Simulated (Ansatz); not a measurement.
CrI3 (BiI3 type, space group R-3)

```xyz
8
Lattice="3.4460 1.9896 6.6325 -3.4460 1.9896 6.6325 0.0000 -3.9791 6.6325" Properties=species:S:1:pos:R:3 pbc="T T T"
Cr     0.0000     0.0000     6.6402
Cr     0.0000     0.0000    13.2573
I     -2.2420    -0.1120     8.1958
I      1.2180    -1.8856     8.1958
I      1.0239     1.9976     8.1958
I      2.2420     0.1120    11.7017
I     -1.2180     1.8856    11.7017
I     -1.0239    -1.9976    11.7017
```

The slice is a (-1 1 0 4) plane (indices of the conventional cell) through the point (0.077, 0.728, 0.431) (fractional), spanned by u = [1 0 -1] and v = [1 -1 1] in vectors of this cell: u (6.89 Å) and v (10.36 Å, at 90° to u). It covers one period; positions are fractions (u, v).

Level of theory: r2SCAN+rVV10 (plane waves to 500 eV, PAW, scalar-relativistic; Ansatz, an electronic-structure program). k mesh 6×6×6. Inside the PAW spheres the values are not all-electron values, and peaks at nuclei hang on which shells count as valence. CrI3 was relaxed with its symmetry unable to fall. Relaxed CrI3 ends ferromagnetic. Spin-orbit coupling is left out, though I is heavy. Other magnetic orders were not checked, so this need not be the ground state.

Problem. Predict the map of the ELF of the up spins on the slice.

Solution. 
```tsv
v \ u	0.00	0.16	0.32	0.47	0.63	0.79	0.95
0.96	x	0.72	0.02	0.10	0.16	0.50	0.33
0.86	0.70	0.37	0.06	0.65	0.38	0.14	0.56
0.75	0.15	0.01	0.02	0.26	0.12	0.42	0.36
0.64	0.60	0.07	0.73	0.22	0.25	0.70	0.75
0.54	0.04	0.72	0.42	0.59	0.13	0.31	0.11
0.43	0.25	0.41	0.63	0.76	0.05	0.51	0.57
0.32	0.36	0.01	0.30	0.07	0.02	0.73	0.68
0.21	0.03	0.01	0.20	0.79	0.41	0.02	0.03
0.11	0.77	0.44	0.40	0.81	0.60	0.19	0.81
0.00	x	0.65	0.03	0.15	0.12	0.57	x
```

Values: ELF of the up spins. Points within 0.5 Å of a nucleus are blanked (x), as the pseudised field means little there.
